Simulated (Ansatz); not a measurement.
Relaxation of a generated trial cell of Si in the AFLOW prototype A_hR1_166_a (A10, as in Hg); 1 atom in the cell, which starts as R-3m, hexagonal axes (No. 166), hR1; a = 3.013 Å, b = 3.013 Å, c = 5.808 Å, α = 90.00°, β = 90.00°, γ = 120.00°. Level of theory: PBE (plane waves to 420 eV, PAW, scalar-relativistic; Ansatz, a quantum-chemistry and plane-wave program). Γ-centred k-mesh 10×10×10 on the run's cell (coarser than for final values), Fermi–Dirac smearing 0.05 eV. This is the first round of the run. 

The optimiser's lines from the output (shortened; P is positive under compression):

```
relax step   1: F+E_penalty+E_count = -635.28110786 eV  Δ(F+E_penalty+E_count) = +0.000e0 eV  max|allowed force component| = 0.000e0 eV/Å  Δτ_max = 0.0000 Å  P = -1.528 GPa  Ω = 15.225 Å³  (5 SCF iters, dr2 threshold 1.00e-7 eV, accepted)
relax step   2: F+E_penalty+E_count = -635.29209991 eV  Δ(F+E_penalty+E_count) = -1.099e-2 eV  max|allowed force component| = 0.000e0 eV/Å  Δτ_max = 0.0000 Å  P = -0.623 GPa  Ω = 15.235 Å³  (4 SCF iters, dr2 threshold 1.00e-7 eV, accepted)
relax step   3: F+E_penalty+E_count = -635.30051277 eV  Δ(F+E_penalty+E_count) = -8.413e-3 eV  max|allowed force component| = 0.000e0 eV/Å  Δτ_max = 0.0000 Å  P = -0.338 GPa  Ω = 15.323 Å³  (4 SCF iters, dr2 threshold 1.00e-7 eV, accepted)
relax step   4: F+E_penalty+E_count = -635.31968530 eV  Δ(F+E_penalty+E_count) = -1.917e-2 eV  max|allowed force component| = 0.000e0 eV/Å  Δτ_max = 0.0000 Å  P = +0.246 GPa  Ω = 15.345 Å³  (4 SCF iters, dr2 threshold 1.00e-7 eV, accepted)
relax step   5: F+E_penalty+E_count = -635.39507248 eV  Δ(F+E_penalty+E_count) = -7.539e-2 eV  max|allowed force component| = 0.000e0 eV/Å  Δτ_max = 0.0000 Å  P = +2.201 GPa  Ω = 15.398 Å³  (5 SCF iters, dr2 threshold 1.00e-7 eV, accepted)
relax step   6: F+E_penalty+E_count = -635.45105657 eV  Δ(F+E_penalty+E_count) = -5.598e-2 eV  max|allowed force component| = 0.000e0 eV/Å  Δτ_max = 0.0000 Å  P = +3.077 GPa  Ω = 15.589 Å³  (5 SCF iters, dr2 threshold 1.00e-7 eV, accepted)
relax step   7: F+E_penalty+E_count = -635.48437816 eV  Δ(F+E_penalty+E_count) = -3.332e-2 eV  max|allowed force component| = 0.000e0 eV/Å  Δτ_max = 0.0000 Å  P = -0.881 GPa  Ω = 16.315 Å³  (5 SCF iters, dr2 threshold 1.00e-7 eV, accepted)
relax step   8: F+E_penalty+E_count = -635.49561272 eV  Δ(F+E_penalty+E_count) = -1.123e-2 eV  max|allowed force component| = 0.000e0 eV/Å  Δτ_max = 0.0000 Å  P = +0.350 GPa  Ω = 16.205 Å³  (5 SCF iters, dr2 threshold 1.00e-7 eV, accepted)
relax step   9: F+E_penalty+E_count = -635.49003476 eV  Δ(F+E_penalty+E_count) = +5.578e-3 eV  max|allowed force component| = 0.000e0 eV/Å  Δτ_max = 0.0000 Å  P = -0.036 GPa  Ω = 16.233 Å³  (5 SCF iters, dr2 threshold 1.00e-7 eV, rejected (line search))
relax step  10: F+E_penalty+E_count = -635.49615552 eV  Δ(F+E_penalty+E_count) = -5.428e-4 eV  max|allowed force component| = 0.000e0 eV/Å  Δτ_max = 0.0000 Å  P = +0.038 GPa  Ω = 16.251 Å³  (6 SCF iters, accepted)
relax step  11: F+E_penalty+E_count = -635.49617101 eV  Δ(F+E_penalty+E_count) = -1.550e-5 eV  max|allowed force component| = 0.000e0 eV/Å  Δτ_max = 0.0000 Å  P = +0.006 GPa  Ω = 16.257 Å³  (3 SCF iters, dr2 threshold 7.64e-8 eV, accepted)
relax step  12: F+E_penalty+E_count = -635.49617150 eV  Δ(F+E_penalty+E_count) = -4.893e-7 eV  max|allowed force component| = 0.000e0 eV/Å  Δτ_max = 0.0000 Å  P = -0.001 GPa  Ω = 16.258 Å³  (3 SCF iters, dr2 threshold 2.43e-9 eV, accepted)
relax step  13: F+E_penalty+E_count = -635.49760200 eV  Δ(F+E_penalty+E_count) = -1.430e-3 eV  max|allowed force component| = 0.000e0 eV/Å  Δτ_max = 0.0000 Å  P = +0.114 GPa  Ω = 16.258 Å³  stress off target by 1.71e-1 GPa  SCF on the basis re-selected at this cell (its energy is not comparable with the rows above)  (5 SCF iters)
relax step  14: F+E_penalty+E_count = -635.49761857 eV  Δ(F+E_penalty+E_count) = -1.657e-5 eV  max|allowed force component| = 0.000e0 eV/Å  Δτ_max = 0.0000 Å  P = +0.002 GPa  Ω = 16.275 Å³  (3 SCF iters, dr2 threshold 7.34e-8 eV, accepted)
relax step  15: F+E_penalty+E_count = -635.49761916 eV  Δ(F+E_penalty+E_count) = -5.881e-7 eV  max|allowed force component| = 0.000e0 eV/Å  Δτ_max = 0.0000 Å  P = +0.002 GPa  Ω = 16.275 Å³  stress off target by 5.83e-3 GPa  SCF on the basis re-selected at this cell (its energy is not comparable with the rows above)  (4 SCF iters)
```

From the first to the last row the energy changes by -0.22 eV/atom and the volume by +6.9 %. The last row is marked as not comparable with the walk above it, whose basis was carried along; it does compare with step 1, since both stand on a basis selected at the nominal cutoff for their own cell.

Step 9 was rejected by the optimiser.

Later rounds, restarted from the end of this one on a renewed k-mesh, logged 8 more steps. The final structure after all rounds: Pm-3m (No. 221), cP1, simple cubic type; a = 2.5336 Å, b = 2.5336 Å, c = 2.5336 Å, α = 90.00°, β = 90.00°, γ = 90.00°. Between re-selections the logged energies stand on a plane-wave basis carried along with the cell. No spin polarisation in the result.

The run could not lose the symmetry of its start: the end is stationary, and may be a saddle point rather than a minimum.

The relaxed structure here is a generated cell of Si: the first start was made by placing the elements on the sites of a structure type, and the end was not matched to a known phase here, so it may be hypothetical. Known forms of Si include space group No. 227.
